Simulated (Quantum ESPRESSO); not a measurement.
Moving one atom in InMg2Mo3TaTi

All numbers below are calculated, not measured. They come from Quantum ESPRESSO 7.5, a public plane-wave density functional program. Each row is one single-point run on a made-up periodic cell of eight metal atoms, with elements, volume, strain and displacements drawn at random and not relaxed, so a cell may be unstable or far from any real phase. There is no spin polarisation or spin-orbit coupling.

Settings: PBE unless stated; PseudoDojo standard norm-conserving files; Fermi-Dirac width 0.25 eV, which means electrons at about 2900 K; cutoff 1143 eV; 6 x 5 x 4 k mesh shifted half a step off Gamma. E is the free energy of the whole cell (internal energy minus TS), so a -TS column is already part of it. Stress is positive in tension, and the pressure P is minus a third of its trace.

Checks: one run of this series was repeated at a higher cutoff and on a denser mesh, which moved values by no more than 0.003 eV, 0.02 GPa and 0.013 eV/Å, and a second program with other atomic files agreed on it to 2 % rms in force and 0.5 GPa in pressure. Known limits: heavy elements are run without spin-orbit coupling, which real alloys of them have; a spin test at this wide smearing found no moment, but such smearing suppresses magnetism that the real alloy may have.

The lattice is face-centred cubic, and the cell vectors in Å are (-4.153, 0.000, 0.000); (0.000, -4.153, 4.153); (0.000, 6.229, 2.076), a volume of 143.25 Å³. The elements on sites 1 to 8 are In Mg Ta Mo Ti Mg Mo Mo. The runs move the Ti atom on site 5 by u along z from its drawn, already displaced place and keep all else fixed. Forces are on that atom, and E is counted from run 2.

```
run,u (Å),Fx (eV/Å),Fy (eV/Å),Fz (eV/Å),P (GPa),E (meV)
1,-0.0557,-0.224,-0.191,-0.079,-1.51,-4.9
2,-0.0246,-0.226,-0.192,-0.238,-1.57,0.0
3,0.0268,?,?,?,?,?
4,0.0459,-0.231,-0.207,-0.600,-1.65,29.5
5,0.0614,-0.232,-0.213,-0.681,-1.65,39.4
6,0.0879,-0.234,-0.224,-0.818,-1.64,59.2
7,0.1113,-0.235,-0.236,-0.941,-1.62,79.8
```

## Worked fit

A parabola through the runs shown gives Fz = -0.364 - 5.13 u - 0.5 u² eV/Å, with an error of 0.00 on the linear term and a scatter of 0.000 eV/Å. Minus its integral from run 1 to run 7 is 85 meV, and the table's energies differ by 85 meV.

## Withheld run

Question: what Fz should run 3 give?

The fit gives -0.502 ± 0.001 eV/Å. The calculation gave -0.502 eV/Å.
